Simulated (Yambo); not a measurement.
Material: SrO (rock salt, space group Fm-3m, No. 225); a = 3.6196 Å, b = 3.6196 Å, c = 3.6196 Å, α = 60.00°, β = 60.00°, γ = 60.00° (2 atoms in the cell). Cell and atoms were relaxed with PBEsol from Materials Project entry mp-2472, within its symmetry.

With PBEsol (Quantum ESPRESSO, PseudoDojo norm-conserving, 84 Ry, with spin-orbit coupling), the gap between the mesh's edge points (Γ → X) is 3.180 eV.

Problem. What does a G0W0 run in Yambo give for it (4×4×4 Γ-centred k mesh, 130 bands and a 8 Ry block in the screening, 130 bands in G with the Bruneval-Gonze terminator, plasmon pole fitted at 27.2 eV)?

Solution. The correction is 1.834 eV, giving 5.015 eV, 1.6 times the PBEsol value.  Nearest settings tried, and what they do to the gap: 80 bands in G: +15 meV; 80 bands in W, 80 bands in G: +44 meV. Not varied: block, mesh. So the settings aren't converged at that level.
